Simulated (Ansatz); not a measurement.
TiC (rock salt)

```cif
data_CTi
_chemical_formula_sum 'C1 Ti1'
_space_group_name_H-M_alt 'P 1'
_space_group_IT_number 1
_cell_length_a 3.03580
_cell_length_b 3.03580
_cell_length_c 3.03580
_cell_angle_alpha 60.000
_cell_angle_beta 60.000
_cell_angle_gamma 60.000
loop_
_space_group_symop_operation_xyz
  'x, y, z'
loop_
_atom_site_label
_atom_site_type_symbol
_atom_site_fract_x
_atom_site_fract_y
_atom_site_fract_z
_atom_site_occupancy
C1 C 0.00000 0.00000 0.00000 1
Ti1 Ti 0.50000 0.50000 0.50000 1
```

This relaxed cell (volume V₀) is scaled evenly in all directions, its shape held. Symmetry pins the atoms to their sites.

Method: PBEsol (plane waves to 420 eV, PAW, scalar-relativistic; Ansatz, a first-principles code). k mesh 20×20×20 (Γ-centred), Fermi-Dirac smearing 0.05 eV. The energy includes the smearing's −TS. TiC is run without spin polarisation. TiC was relaxed with its symmetry unable to fall. The zero of ΔE is the relaxed starting cell.

Task: Predict the ΔE (meV/atom) at V/V₀ = 0.900, 0.917, 0.933, 0.950, 1.017, 1.033, 1.067, 1.100.

Result: 
| V/V₀ | ΔE (meV/atom) |
|---|---|
| 0.900 | 98 |
| 0.917 | 66 |
| 0.933 | 41 |
| 0.950 | 22 |
| 1.017 | 2 |
| 1.033 | 9 |
| 1.067 | 33 |
| 1.100 | 70 |

(A scan under strain: stresses follow from slopes of the energy per volume, elastic moduli from its curvatures.)
